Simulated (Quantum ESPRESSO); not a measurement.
# WTa2AlHf4: one run as intended and one with a planted mistake

A calculation, not a measurement. The program is pw.x of Quantum ESPRESSO 7.5 (plane-wave density functional theory). The cell is made up: eight metal atoms on a hexagonal close-packed lattice, with elements, volume, strain and displacements drawn at random and not relaxed, so it may be unstable or far from any real phase. PseudoDojo standard norm-conserving files set the functional (PBE unless stated); there is no spin polarisation or spin-orbit coupling, the Fermi-Dirac width of 0.25 eV means electrons at about 2900 K, and the masses in the input are unused placeholders. The tin pseudopotential is less sure than most, with forces differing by about three percent from a second method on plain tin. Heavy elements are run without spin-orbit coupling, which real alloys of them have. A spin test at this wide smearing found no moment, but such smearing suppresses magnetism that the real alloy may have.

Intended input:

```
&control calculation='scf', pseudo_dir='./dojo.nc.sr.pbe.v0_5.standard.upf', outdir='./o', disk_io='minimal', tprnfor=.true., tstress=.true. /
&system ibrav=0, nat=8, ntyp=4, nbnd=63, ecutwfc=74.01313486, nosym=.true., tot_charge=0,
 occupations='smearing', smearing='fd', degauss=0.0183746611
/
&electrons conv_thr=1.470e-08, electron_maxstep=70, mixing_beta=0.5 /
ATOMIC_SPECIES
Al 1.0 Al.upf
Hf 1.0 Hf.upf
Ta 1.0 Ta.upf
W 1.0 W.upf
CELL_PARAMETERS angstrom
-3.1042 0.0499 -0.0012
-0.0884 5.3378 -5.0495
0.0845 -5.3464 -5.0585
ATOMIC_POSITIONS angstrom
W 0.0005 0.0141 -0.0005
Ta 0.0013 1.7637 -2.5232
Al -0.0157 -0.0593 -5.0942
Ta -0.0574 1.7616 -7.6264
Hf -1.563 -0.916 -2.4876
Hf -1.5454 -2.6422 -5.079
Hf -1.5743 -0.9039 -7.5383
Hf -1.5587 2.7072 -5.0219
K_POINTS automatic
7 3 3 1 1 1
```

The log is shortened where brackets say so; the opening notice, blank lines, dates and the lines on written files are dropped, and the path of the files is cut. It prints rydbergs, bohrs and kilobars, and counts compression as positive stress. Its total energy is the free energy E - TS of the whole cell.

Log of the intended run:

```
     Program PWSCF v.7.5
     Parallel version (MPI & OpenMP), running on       4 processor cores
     Number of MPI processes:                 4
     Threads/MPI process:                     1
     [start-up lines left out]
     bravais-lattice index     =            0
     lattice parameter (alat)  =       5.8668  a.u.
     unit-cell volume          =    1130.8635 (a.u.)^3
     number of atoms/cell      =            8
     number of atomic types    =            4
     number of electrons       =        91.00
     number of Kohn-Sham states=           63
     kinetic-energy cutoff     =      74.0131  Ry
     charge density cutoff     =     296.0525  Ry
     scf convergence threshold =      1.5E-08
     mixing beta               =       0.5000
     number of iterations used =            8  plain     mixing
     Exchange-correlation= PBE
                           (   1   4   3   4   0   0   0)
     [axes and pseudopotential details left out]
   Cartesian axes
     site n.     atom                  positions (alat units)
         1        W      tau(   1) = (   0.0001611   0.0045416  -0.0001611  )
         2        Ta     tau(   2) = (   0.0004187   0.5680923  -0.8127292  )
         3        Al     tau(   3) = (  -0.0050570  -0.0191007  -1.6408548  )
         4        Ta     tau(   4) = (  -0.0184887   0.5674159  -2.4564829  )
         5        Hf     tau(   5) = (  -0.5034463  -0.2950459  -0.8012623  )
         6        Hf     tau(   6) = (  -0.4977773  -0.8510594  -1.6359589  )
         7        Hf     tau(   7) = (  -0.5070861  -0.2911485  -2.4281057  )
         8        Hf     tau(   8) = (  -0.5020613   0.8719960  -1.6175668  )
     number of k points=    32  Fermi-Dirac smearing, width (Ry)=  0.0184
                       cart. coord. in units 2pi/alat
        k(    1) = (  -0.0714154  -0.0010695  -0.1023525), wk =   0.0634921
        k(    2) = (  -0.0683825   0.1925264   0.1022436), wk =   0.0634921
     [further k points left out]
     Dense  grid:    97165 G-vectors     FFT dimensions: (  36,  80,  80)
     Estimated max dynamical RAM per process >     276.20 MB
     Estimated total dynamical RAM >       1.01 GB
     Initial potential from superposition of free atoms
     starting charge      90.9878, renormalised to      91.0000
     Starting wfcs are   74 randomized atomic wfcs
     total cpu time spent up to now is        4.0 secs
     per-process dynamical memory:   206.5 Mb
     Self-consistent Calculation
     iteration #  1     ecut=    74.01 Ry     beta= 0.50
     Davidson diagonalization with overlap
     ethr =  1.00E-02,  avg # of iterations =  2.4
     Threshold (ethr) on eigenvalues was too large:
     Diagonalizing with lowered threshold
     Davidson diagonalization with overlap
     ethr =  1.77E-04,  avg # of iterations =  5.8
     total cpu time spent up to now is       19.9 secs
     total energy              =    -868.00609426 Ry
     estimated scf accuracy    <       0.20803340 Ry
     iteration #  2     ecut=    74.01 Ry     beta= 0.50
     Davidson diagonalization with overlap
     ethr =  2.29E-04,  avg # of iterations =  2.0
     total cpu time spent up to now is       26.4 secs
     total energy              =    -867.96660252 Ry
     estimated scf accuracy    <       0.22627717 Ry
     [iterations 3 to 17 left out]
     iteration # 18     ecut=    74.01 Ry     beta= 0.50
     Davidson diagonalization with overlap
     ethr =  8.55E-11,  avg # of iterations =  2.1
     total cpu time spent up to now is      132.2 secs
     total energy              =    -868.03067893 Ry
     estimated scf accuracy    <       0.00000032 Ry
     iteration # 19     ecut=    74.01 Ry     beta= 0.50
     Davidson diagonalization with overlap
     ethr =  8.55E-11,  avg # of iterations =  1.6
     total cpu time spent up to now is      138.2 secs
     End of self-consistent calculation
     [lines on levels left out]
!    total energy              =    -868.03067894 Ry
     estimated scf accuracy    <          9.9E-09 Ry
     smearing contrib. (-TS)   =      -0.14510554 Ry
     internal energy E=F+TS    =    -867.88557340 Ry
     The total energy is F=E-TS. E is the sum of the following terms:
     one-electron contribution =    -215.88189059 Ry
     hartree contribution      =     138.51443800 Ry
     xc contribution           =    -208.05868870 Ry
     ewald contribution        =    -582.45943212 Ry
     convergence has been achieved in  19 iterations
     Forces acting on atoms (cartesian axes, Ry/au):
     atom    1 type  4   force =     0.00607158    0.02270089    0.00601024
     atom    2 type  3   force =    -0.00889597   -0.02306036    0.00381778
     atom    3 type  1   force =     0.00228363    0.02873485    0.01052082
     atom    4 type  3   force =    -0.00440441   -0.02455233   -0.00042177
     atom    5 type  2   force =    -0.00208880    0.02870562   -0.01290565
     atom    6 type  2   force =     0.00182597   -0.04181402    0.00753803
     atom    7 type  2   force =    -0.00232844    0.02850354   -0.00937401
     atom    8 type  2   force =     0.00753644   -0.01921819   -0.00518544
     Total force =     0.083307     Total SCF correction =     0.000313
     Computing stress (Cartesian axis) and pressure
          total   stress  (Ry/bohr**3)                   (kbar)     P=      -63.54
  -0.00051372   0.00003426  -0.00001385          -75.57        5.04       -2.04
   0.00003426  -0.00046142  -0.00001357            5.04      -67.88       -2.00
  -0.00001385  -0.00001357  -0.00032058           -2.04       -2.00      -47.16
     init_run     :      3.79s CPU      3.90s WALL (       1 calls)
     electrons    :    133.18s CPU    134.19s WALL (       1 calls)
     forces       :      1.47s CPU      1.49s WALL (       1 calls)
     stress       :      4.95s CPU      5.08s WALL (       1 calls)
     [timing details left out]
     PWSCF        :   2m23.51s CPU   2m24.84s WALL
     JOB DONE.
```

A second run has one planted mistake: one atom is of a wrong element. The input lines that differ:

```
+ Sn 1.0 Sn.upf
- W 1.0 W.upf
- W 0.0005 0.0141 -0.0005
+ Sn 0.0005 0.0141 -0.0005
```

Its log:

```
     Program PWSCF v.7.5
     Parallel version (MPI & OpenMP), running on       4 processor cores
     Number of MPI processes:                 4
     Threads/MPI process:                     1
     [start-up lines left out]
     bravais-lattice index     =            0
     lattice parameter (alat)  =       5.8668  a.u.
     unit-cell volume          =    1130.8635 (a.u.)^3
     number of atoms/cell      =            8
     number of atomic types    =            4
     number of electrons       =        91.00
     number of Kohn-Sham states=           63
     kinetic-energy cutoff     =      74.0131  Ry
     charge density cutoff     =     296.0525  Ry
     scf convergence threshold =      1.5E-08
     mixing beta               =       0.5000
     number of iterations used =            8  plain     mixing
     Exchange-correlation= PBE
                           (   1   4   3   4   0   0   0)
     [axes and pseudopotential details left out]
   Cartesian axes
     site n.     atom                  positions (alat units)
         1        Sn     tau(   1) = (   0.0001611   0.0045416  -0.0001611  )
         2        Ta     tau(   2) = (   0.0004187   0.5680923  -0.8127292  )
         3        Al     tau(   3) = (  -0.0050570  -0.0191007  -1.6408548  )
         4        Ta     tau(   4) = (  -0.0184887   0.5674159  -2.4564829  )
         5        Hf     tau(   5) = (  -0.5034463  -0.2950459  -0.8012623  )
         6        Hf     tau(   6) = (  -0.4977773  -0.8510594  -1.6359589  )
         7        Hf     tau(   7) = (  -0.5070861  -0.2911485  -2.4281057  )
         8        Hf     tau(   8) = (  -0.5020613   0.8719960  -1.6175668  )
     number of k points=    32  Fermi-Dirac smearing, width (Ry)=  0.0184
                       cart. coord. in units 2pi/alat
        k(    1) = (  -0.0714154  -0.0010695  -0.1023525), wk =   0.0634921
        k(    2) = (  -0.0683825   0.1925264   0.1022436), wk =   0.0634921
     [further k points left out]
     Dense  grid:    97165 G-vectors     FFT dimensions: (  36,  80,  80)
     Estimated max dynamical RAM per process >     273.59 MB
     Estimated total dynamical RAM >    1023.19 MB
     Initial potential from superposition of free atoms
     starting charge      90.9868, renormalised to      91.0000
     Starting wfcs are   73 randomized atomic wfcs
     total cpu time spent up to now is        3.9 secs
     per-process dynamical memory:   203.8 Mb
     Self-consistent Calculation
     iteration #  1     ecut=    74.01 Ry     beta= 0.50
     Davidson diagonalization with overlap
     ethr =  1.00E-02,  avg # of iterations =  2.7
     Threshold (ethr) on eigenvalues was too large:
     Diagonalizing with lowered threshold
     Davidson diagonalization with overlap
     ethr =  2.34E-04,  avg # of iterations =  5.1
     total cpu time spent up to now is       18.8 secs
     total energy              =    -874.00150477 Ry
     estimated scf accuracy    <       0.24296695 Ry
     iteration #  2     ecut=    74.01 Ry     beta= 0.50
     Davidson diagonalization with overlap
     ethr =  2.67E-04,  avg # of iterations =  3.0
     total cpu time spent up to now is       26.1 secs
     total energy              =    -873.95431162 Ry
     estimated scf accuracy    <       0.54380784 Ry
     [iterations 3 to 15 left out]
     iteration # 16     ecut=    74.01 Ry     beta= 0.50
     Davidson diagonalization with overlap
     ethr =  2.40E-10,  avg # of iterations =  1.1
     total cpu time spent up to now is      117.1 secs
     total energy              =    -874.05494878 Ry
     estimated scf accuracy    <       0.00000004 Ry
     iteration # 17     ecut=    74.01 Ry     beta= 0.50
     Davidson diagonalization with overlap
     ethr =  4.04E-11,  avg # of iterations =  2.0
     total cpu time spent up to now is      123.5 secs
     End of self-consistent calculation
     [lines on levels left out]
!    total energy              =    -874.05494878 Ry
     estimated scf accuracy    <       0.00000001 Ry
     smearing contrib. (-TS)   =      -0.11546269 Ry
     internal energy E=F+TS    =    -873.93948608 Ry
     The total energy is F=E-TS. E is the sum of the following terms:
     one-electron contribution =    -218.90028646 Ry
     hartree contribution      =     146.84217750 Ry
     xc contribution           =    -219.42194501 Ry
     ewald contribution        =    -582.45943212 Ry
     convergence has been achieved in  17 iterations
     Forces acting on atoms (cartesian axes, Ry/au):
     atom    1 type  3   force =    -0.00187232    0.00791675    0.00582128
     atom    2 type  4   force =    -0.00549354   -0.00464837   -0.01603668
     atom    3 type  1   force =     0.00243431    0.02567678    0.01044912
     atom    4 type  4   force =     0.00121341   -0.00035449    0.02297126
     atom    5 type  2   force =    -0.00449906    0.02055311   -0.02950027
     atom    6 type  2   force =     0.00877472   -0.01289694    0.00825984
     atom    7 type  2   force =    -0.00543141    0.02288461    0.00216977
     atom    8 type  2   force =     0.00487390   -0.05913145   -0.00413432
     Total force =     0.086212     Total SCF correction =     0.000426
     Computing stress (Cartesian axis) and pressure
          total   stress  (Ry/bohr**3)                   (kbar)     P=      -18.80
  -0.00016902   0.00009497   0.00000104          -24.86       13.97        0.15
   0.00009497  -0.00008384   0.00000235           13.97      -12.33        0.34
   0.00000104   0.00000235  -0.00013046            0.15        0.34      -19.19
     init_run     :      3.56s CPU      3.68s WALL (       1 calls)
     electrons    :    117.60s CPU    119.52s WALL (       1 calls)
     forces       :      1.40s CPU      1.42s WALL (       1 calls)
     stress       :      4.71s CPU      4.85s WALL (       1 calls)
     [timing details left out]
     PWSCF        :   2m 7.54s CPU   2m 9.78s WALL
     JOB DONE.
```

|  | intended run | run with the mistake |
| --- | --- | --- |
| free energy (eV) | -11810.159 | -11892.123 |
| entropy term -TS, part of it (eV) | -1.974 | -1.571 |
| pressure (GPa) | -6.35 | -1.88 |
| size of the largest force component (eV/Å) | 1.075 | 1.520 |
| largest change of a force component (eV/Å) |  | 1.026 |
| iterations | 19 | 17 |

For scale, a rerun of the intended cell at a higher cutoff and on a denser mesh moved values by no more than 0.007 eV in energy, 0.03 GPa in stress and 0.006 eV/Å in force, and a second program with other atomic files agreed on that cell to 2 % rms in force and 0.5 GPa in pressure. Files of another functional or element have another zero of energy, so the energy change says nothing on stability.